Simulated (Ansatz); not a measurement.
InAs:
```yaml
crystal:
  lattice:
    - [7.47361, 0.00000, 0.00000]
    - [0.00000, 7.47361, 0.00000]
    - [0.00000, 0.00000, 7.47361]
  atoms:
    - { symbol: In, position: [0.34196, 0.15804, 0.84196] }
    - { symbol: In, position: [0.65804, 0.84196, 0.15804] }
    - { symbol: In, position: [0.15804, 0.84196, 0.34196] }
    - { symbol: In, position: [0.84196, 0.15804, 0.65804] }
    - { symbol: In, position: [0.84196, 0.34196, 0.15804] }
    - { symbol: In, position: [0.15804, 0.65804, 0.84196] }
    - { symbol: In, position: [0.65804, 0.65804, 0.65804] }
    - { symbol: In, position: [0.34196, 0.34196, 0.34196] }
    - { symbol: As, position: [0.13986, 0.36014, 0.63986] }
    - { symbol: As, position: [0.86014, 0.63986, 0.36014] }
    - { symbol: As, position: [0.36014, 0.63986, 0.13986] }
    - { symbol: As, position: [0.63986, 0.36014, 0.86014] }
    - { symbol: As, position: [0.63986, 0.13986, 0.36014] }
    - { symbol: As, position: [0.36014, 0.86014, 0.63986] }
    - { symbol: As, position: [0.86014, 0.86014, 0.86014] }
    - { symbol: As, position: [0.13986, 0.13986, 0.13986] }
```

Relaxed with r²SCAN. Special points in fractions of this cell's reciprocal vectors: Γ (0.000, 0.000, 0.000); X (0.000, 0.500, 0.000); M (0.500, 0.500, 0.000); R (0.500, 0.500, 0.500); X1 (0.500, 0.000, 0.000).

Task: List the band energies nearest the Fermi level at these points for the program Ansatz at the r²SCAN level (PAW).

Result: In eV from the Fermi level; about four levels below and three above (degenerate sets whole), none deeper than 8.9 eV; points with the same levels are listed once.

```
k                    below                above
-  -----------------------  -------------------
Γ  -0.51 -0.02 -0.02 -0.02  1.73 2.52 2.52 2.52
X  -1.04 -1.04 -0.66 -0.66  0.62 0.62 1.55 1.55
M  -1.05 -1.05 -1.05 -1.05  1.23 1.23 1.23 1.23
R  -1.84 -1.84 -1.84 -1.84  1.98 1.98 1.98 1.98
```

Space group Pa-3. The first step of the workflow began from a Materials Project structure, measured or hypothetical; the Crystallography Open Database copy checked does not list it. It is not the phase usual at ambient conditions (space group No. 216). Symmetry was held in the r²SCAN relaxation; whether a distortion lowers the energy is not shown. The Fermi level of a semimetal is unsure by some 0.05 eV on such meshes. Scalar-relativistic: spin–orbit coupling is off unless named, which matters more the heavier the elements.

Potentials: the later of the program's two PAW sets.
